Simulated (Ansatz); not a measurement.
Starting cell, WS2 (2H-MoS2 type, space group P6_3/mmc):

```
WS2
1.0
    3.15429     0.00000     0.00000
   -1.57715     2.73170     0.00000
    0.00000     0.00000    12.14086
W S
2 4
Direct
  0.33333   0.66667   0.25000
  0.66667   0.33333   0.75000
  0.33333   0.66667   0.62030
  0.66667   0.33333   0.12030
  0.66667   0.33333   0.37970
  0.33333   0.66667   0.87970
```

In each cell atom 5 (S, nearest neighbour W at 2.408 Å; its periodic images, 3.2 Å or more away, move with it) moves by s·(1.000, 0.000, 0.000) (along Cartesian x), the rest being held.

All values below come from PBE-D3(BJ) (plane waves to 420 eV, PAW, scalar-relativistic; Ansatz, an electronic-structure program). k mesh 10×10×3 (Γ-centred), Fermi-Dirac smearing 0.05 eV. Stress and pressure are positive under compression. Spin-orbit coupling is left out, though W is heavy. The PAW data are Ansatz's earlier set. WS2 is run without spin polarisation. WS2 was relaxed with its symmetry unable to fall. 

| s (Å) | P (GPa) |
|---|---|
| -0.240 | 1.01 |
| -0.192 | [?] |
| -0.144 | [?] |
| -0.096 | 0.16 |
| -0.048 | 0.04 |
| 0.000 | 0.00 |
| 0.048 | 0.04 |
| 0.096 | 0.16 |
| 0.144 | [?] |
| 0.192 | [?] |
| 0.240 | 1.01 |

Task: Complete the blanks.

Result: 
- -0.192, P (GPa): 0.65
- -0.144, P (GPa): 0.37
- 0.144, P (GPa): 0.37
- 0.192, P (GPa): 0.65

(For displaced atoms, the force is minus the slope of the energy, and its curvature is a force constant, which sets phonon frequencies.)
